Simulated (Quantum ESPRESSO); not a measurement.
# Mg3O2FCl: a curve over strain

A calculation, not a measurement. The program is pw.x of Quantum ESPRESSO 7.5 (plane-wave density functional theory). The cell is made up: 7 atoms on a zincblende/diamond lattice with one site empty, with randomly drawn elements, strain and displacements, not relaxed. PseudoDojo standard norm-conserving files (v0.5 for PBE, v0.4.1 for LDA and PBEsol) set the functional; there is no spin polarisation, spin-orbit coupling or dispersion term, and the masses in the input are unused placeholders. A spin-polarised start on this cell or one of its family kept no moment.

Seven runs add a strain to one cell (shear xy, as the tensor component); the atoms follow the cell and are not relaxed. Stress in the table is positive in tension.

Input of the run at -0.0005:

```
&control calculation='scf', pseudo_dir='./dojo.nc.sr.pbe.v0_5.standard.upf', outdir='./o', disk_io='medium', tprnfor=.true., tstress=.true. /
&system ibrav=0, nat=7, ntyp=4, nbnd=34, ecutwfc=84.00895049, nosym=.true., tot_charge=0,
 occupations='smearing', smearing='fd', degauss=0.0018374661
/
&electrons conv_thr=7.350e-09, electron_maxstep=60, /
ATOMIC_SPECIES
Cl 1.0 Cl.upf
F 1.0 F.upf
Mg 1.0 Mg.upf
O 1.0 O.upf
CELL_PARAMETERS angstrom
4.7933 0.0688 0.086
0.0688 4.822 0.0244
0.086 0.0244 4.879
ATOMIC_POSITIONS angstrom
Mg 0.0545 2.455 2.4584
Mg 2.4714 -0.0017 2.4533
Mg 2.4623 2.4797 0.0395
O 1.2866 1.1972 1.2132
F 1.2218 3.6128 3.7538
O 3.6421 1.1807 3.7873
Cl 3.6926 3.6628 1.2738
K_POINTS automatic
4 4 4 1 1 1
```

```
added strain  free energy less that of the input shown (eV)  stress xx (GPa)  stress yy (GPa)  stress zz (GPa)  stress xy (GPa)  pressure (GPa)  next band up at Gamma (eV)  iterations
     -0.0247                                        -0.1488            -4.21             2.18            -3.68             2.82            1.90                       1.683          11
     -0.0153                                        -0.1041            -4.28             2.09            -3.91             4.04            2.03                       1.686          11
     -0.0078                                        -0.0560            -4.38             1.97            -4.14             5.02            2.18                       1.685          11
     -0.0005                                         0.0000            -4.51             1.82            -4.39             5.97            2.36                       1.682          11
     +0.0054                                         0.0530            -4.64             1.67            -4.63             6.75            2.53                       1.679          11
     +0.0082                                         0.0802            -4.71             1.58            -4.75             7.11            2.63                       1.677          11
     +0.0236                                         0.2569            -5.20             1.03            -5.50             9.16            3.23                       1.660          11
```

A cubic fit gives a slope of stress xy against the added strain of 131 GPa at zero added strain, with the atoms clamped. Across the table the free energy follows the integral of the stress to within 0.5 meV. A rerun of one of the cells at 1437 eV and a 6 x 6 x 6 mesh moved values by no more than 0.003 eV in energy, 0.03 GPa in stress and 0.004 eV/Å in force. The band column is the level of band 29 at Gamma less that of band 28, whose number is half the electron count, rounded up; it comes from a band step after each run.